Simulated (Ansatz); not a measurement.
Relaxed BaTiO₃ (tetragonal-perovskite type, space group P4mm):

```xyz
5
Lattice="3.9728 0.0000 0.0000 0.0000 3.9728 0.0000 0.0000 0.0000 4.1123" Properties=species:S:1:pos:R:3 pbc="T T T"
Ti     1.9864     1.9864     1.8599
Ba     0.0000     0.0000     3.8417
O      1.9864     1.9864     3.6816
O      1.9864     0.0000     1.6948
O      0.0000     1.9864     1.6948
```

In each cell atom 3 (O, nearest neighbour Ti at 1.822 Å; its periodic images, 4.0 Å or more away, move with it) moves by s·(0.577, 0.577, 0.577) (along Cartesian [111]), the rest being held.

Computed with r2SCAN (plane waves to 500 eV, PAW, scalar-relativistic; Ansatz, a program for electronic structure). k mesh 7×7×7 (Γ-centred), Fermi-Dirac smearing 0.05 eV. Left out: 2 of 11 points, with atoms too close for the PAW data. F∥ is the force on the atom along that direction. F⊥ is the part of the force across the line. BaTiO3 is run without spin polarisation. BaTiO3 was relaxed with its symmetry unable to fall. The PAW data are Ansatz's earlier set. 

| s (Å) | |F⊥| (eV/Å) | F∥ (eV/Å) |
|---|---|---|
| -0.216 | 1.535 | 2.206 |
| -0.144 | 0.878 | ___ |
| -0.072 | 0.368 | 0.672 |
| 0.000 | 0.000 | 0.000 |
| 0.072 | 0.232 | -0.604 |
| 0.144 | ___ | -1.144 |
| 0.216 | ___ | -1.632 |
| 0.288 | 0.261 | -2.085 |
| 0.360 | 0.109 | -2.525 |

Q: Some entries are withheld; supply them.

A: 
- -0.144, F∥ (eV/Å): 1.410
- 0.144, |F⊥| (eV/Å): 0.342
- 0.216, |F⊥| (eV/Å): 0.345

(For displaced atoms, the force is minus the slope of the energy, and its curvature is a force constant, which sets phonon frequencies.)
